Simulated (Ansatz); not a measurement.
# Structure search: one Zr₃S₂ candidate

Computed with DFT PBE, scalar-relativistic, plane waves, PAW in Ansatz. Cutoff 420 eV, Gaussian smearing, Γ-centred meshes. Cell and atoms relax first on a coarse mesh and then on a finer one. In between, the cell is made exact in the group found at 0.06 Å. In metals the finer mesh still leaves noise of several meV/atom or more. The steps can't lower the symmetry of their start. No spin polarisation.

Recipe of this trial structure of Zr₃S₂: random cell by space group and Wyckoff sites (P6mm, No. 183). Its size is a rough estimate.

```cif
data_structure
_symmetry_space_group_name_H-M 'P6mm'
_symmetry_Int_Tables_number 183
_cell_length_a 3.9361
_cell_length_b 3.9361
_cell_length_c 9.0244
_cell_angle_alpha 90.000
_cell_angle_beta 90.000
_cell_angle_gamma 120.000
_cell_volume 121.08
loop_
_atom_site_label
_atom_site_type_symbol
_atom_site_symmetry_multiplicity
_atom_site_Wyckoff_symbol
_atom_site_fract_x
_atom_site_fract_y
_atom_site_fract_z
_atom_site_occupancy
Zr1 Zr 2 b 0.33333 0.66667 0.98163 1
Zr2 Zr 1 a 0.00000 0.00000 0.51666 1
S1 S 2 b 0.33333 0.66667 0.24816 1
```

The zero of energy is the elements' standard structures at the same level; no fitted shifts are applied.

**Question.** What does it relax into?

**Answer.** The symmetry goes from P6mm (No. 183) to P6/mmm (No. 191). The volume per atom shrinks by 13.5 %, from 24.2 to 21.0 Å³. The shortest distance goes from 2.27 Å (S–S and Zr–Zr) to 2.43 Å (Zr–S). The energy falls by about 2.5 eV/atom (the start's value is from the coarse mesh). The end is written in a standard setting, so origin, axes and order of atoms can differ from the start's. Conventional cell: a = 4.989 Å, c = 4.862 Å. Zr on a site of symmetry -6m2 has 2 S at 2.43 Å and 3 Zr at 2.88 Å; Zr on a site of symmetry 6/mmm has 6 S at 2.88 Å; S has 2 Zr at 2.43 Å, 3 Zr at 2.88 Å and 3 S at 2.88 Å.

```
CELL_PARAMETERS angstrom
4.98861 0.00000 0.00000
-2.49431 4.32027 0.00000
0.00000 0.00000 4.86223
ATOMIC_POSITIONS crystal
Zr 0.33333 0.66667 0.50000
Zr 0.66667 0.33333 0.50000
Zr 0.00000 0.00000 0.00000
S 0.33333 0.66667 0.00000
S 0.66667 0.33333 0.00000
```

**Question.** How does it come out in energy, and is it a metal?

**Answer.** The formation energy is −0.52 eV/atom and the gap on the 12×12×8 mesh of the 5-atom cell is 0 eV (a metal).

The last run used Gaussian smearing of 0.10 eV. The cell is a metal run without spin; a magnetic state may lie lower. The reference form of S is held partly by dispersion forces, which this level lacks. A structure relaxed within its symmetry needn't be a true minimum. In all, the 4 runs took 3.2 min on 1 thread of Intel(R) Xeon(R) Processor @ 2.70GHz, on a shared host. Another cell of Zr3S2 relaxed alike, in R32 (a Materials Project cell), lies 0.57 eV/atom lower, so this cell isn't the stable form at this level.
